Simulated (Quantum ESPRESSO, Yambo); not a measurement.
At a photon energy of 12.00 eV, RPA with local fields on PBEsol bands shifted by a G0W0 scissor of 3.62 eV (Quantum ESPRESSO and Yambo; 4×4×4 mesh, 146 bands, 3 Ry local-field block, 0.2 eV broadening) gives ε = 3.01 + 0.92i for Rb2NaYF6 (space group Fm-3m, No. 225), field along x.

Problem. Work out n, κ, the normal-incidence reflectivity, the absorption coefficient and the penetration depth.

Solution. 
|ε| = 3.15; n = √((|ε| + ε1)/2) = 1.75, κ = √((|ε| − ε1)/2) = 0.26. R = ((n − 1)² + κ²)/((n + 1)² + κ²) = 0.08. α = 2Eκ/(ħc) with ħc = 197.327 eV nm: 0.0319 per nm = 3.2 × 10⁵ per cm, a 1/e depth of 31 nm. The computed direct gap is 9.94 eV, and the energy scale of the real crystal may differ from it. Excitonic effects are left out, and values at one energy depend on mesh and broadening. The scissor comes from a G0W0 run whose convergence isn't established. Convergence of the RPA response with its 4×4×4 mesh was not tested.

Geometry of the Materials Project entry, not relaxed at this level; primitive cell a = 6.383 Å, b = 6.383 Å, c = 6.383 Å, α = 60.00°, β = 60.00°, γ = 60.00°.
